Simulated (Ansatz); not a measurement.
**Zone-centre modes in SiO₂**

The calculation used Ansatz 0.2.0, DFT LDA, scalar-relativistic, plane waves, PAW. The runs took a 420 eV cutoff, a Γ-centred 8×8×8 mesh and Gaussian smearing (0.05 eV). No spin polarisation.

Zero of the scan (relaxed at this level; this form isn't the usual structure):

```yaml
crystal:
  lattice:
    - [-2.46250, 2.46250, 3.64367]
    - [2.46250, -2.46250, 3.64367]
    - [2.46250, 2.46250, -3.64367]
  atoms:
    - { symbol: Si, position: [0.00000, 0.00000, 0.00000] }
    - { symbol: Si, position: [0.75000, 0.25000, 0.50000] }
    - { symbol: O, position: [0.97428, 0.62500, 0.84928] }
    - { symbol: O, position: [0.37500, 0.22428, 0.34928] }
    - { symbol: O, position: [0.77572, 0.12500, 0.15072] }
    - { symbol: O, position: [0.87500, 0.02572, 0.65072] }
```

Harmonic modes by finite displacements of 0.02 Å, without the LO–TO term.

Task: At this geometry, is the structure stable against these modes?

Result: Yes: no mode is imaginary beyond 10 cm⁻¹, and only the three translations lie near zero.

Task: List the wavenumbers in cm⁻¹.

Result: 0, 0, 0, 135, 135, 333, 358, 415, 426, 447, 447, 767, 781, 781, 1079, 1089, 1089, 1120.

Cost: 1 run of about 6.2 core-minutes, on Intel Xeon Processor @ 2.50GHz (Skylake/Cascade Lake) (shared hosts).